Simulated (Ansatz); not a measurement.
Al2O3:
Space group Pbcn (No. 60); a = 7.0295 Å, b = 4.8120 Å, c = 4.9497 Å, α = β = γ = 90.00°

```csv
atom,site,symmetry,x,y,z
Al,8d,1,0.3903,0.2522,0.0311
O,8d,1,0.3462,0.1073,0.3977
O,4c,.2.,0.0000,0.0497,0.2500
```

Relaxed with PBEsol. The program Ansatz at the PBEsol level (PAW) gives a gap of 5.50 eV.

What gap does HSE06 give on the same cell (Ansatz, PAW)?

7.41 eV, 1.91 eV more. The hybrid was solved on a coarser mesh and at special points; its gap is the smallest among all of these.

| k | v1 PBEsol | c1 PBEsol | v1 HSE06 | c1 HSE06 |
|---|---|---|---|---|
| Γ | 0.00 | 5.50 | 0.00 | 7.41 |
| X | -0.13 | 7.00 | -0.17 | 8.96 |
| Z | -0.12 | 8.04 | -0.15 | 10.09 |
| U | -0.34 | 8.46 | [?] | [?] |
| Y | -0.15 | 7.98 | [?] | [?] |
| S | -0.24 | 8.46 | [?] | [?] |
| T | -0.28 | 9.01 | [?] | [?] |
| R | -0.53 | 8.76 | -0.60 | 10.80 |

Top valence (v1) and lowest conduction level (c1) in eV from each method's valence maximum (which need not be a listed point): supply the withheld HSE06 values.


- Y, v1 HSE06: -0.18
- Y, c1 HSE06: 10.01
- U, v1 HSE06: -0.39
- U, c1 HSE06: 10.52
- S, v1 HSE06: -0.28
- S, c1 HSE06: 10.51
- T, v1 HSE06: -0.33
- T, c1 HSE06: 11.08

Cost on shared cores: the PBEsol run (SCF on a 4×6×6 mesh, then bands and DOS) roughly 3 core-minutes, the HSE06 run (SCF on 3×4×4, then a few points) about 10 core-minutes (a rough figure); the tasks are unlike.

The first step of the workflow began from a Materials Project structure, measured or hypothetical; the Crystallography Open Database copy checked does not list it. It is not the phase usual at ambient conditions (space group No. 167). The PBEsol relaxation kept the symmetry of its start; whether a distortion lowers the energy is not shown.

Potentials: the later of the program's two PAW sets.
